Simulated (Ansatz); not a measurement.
AlPt (CsCl type, space group No. 221), r²SCAN in the plane-wave PAW code Ansatz, all energies at zero smearing, with the estimated change up to a 700 eV cutoff added, with one set of potentials and settings (totals compare only within such a set). Cell of 2 atoms (1 Al, 1 Pt): -13079.173 eV.

```tsv
element	reference phase	E (eV/atom)
Al	Fm-3m, 1 atoms in the cell	-540.4083
Pt	Fm-3m, 1 atoms in the cell	-12536.7848
```

Formation energy per atom, worked out: (-13079.173 − 1×(-540.4083) − 1×(-12536.7848))/2 = -0.990 eV/atom (-96 kJ per mol of atoms), at 0 K, without zero-point energy or fitted corrections.

Space group Pm-3m (CsCl type). The workflow started from a Materials Project entry (that database holds measured and hypothetical structures alike); the Crystallography Open Database copy checked does not list it. With Al and Pt taken as one species the cell has the higher symmetry Im-3m, so it may be an ordered model of a mixed-site phase. Its standing as an ambient phase is unchecked. The r²SCAN relaxation kept the symmetry of its start; of distortions, only those at the zone centre were tested. The run is not spin-polarised. The references are the lowest solids computed at this level, not always the standard phases. Scalar-relativistic: spin–orbit coupling is off unless named, which matters more the heavier the elements.

Potentials: the later of the program's two PAW sets.
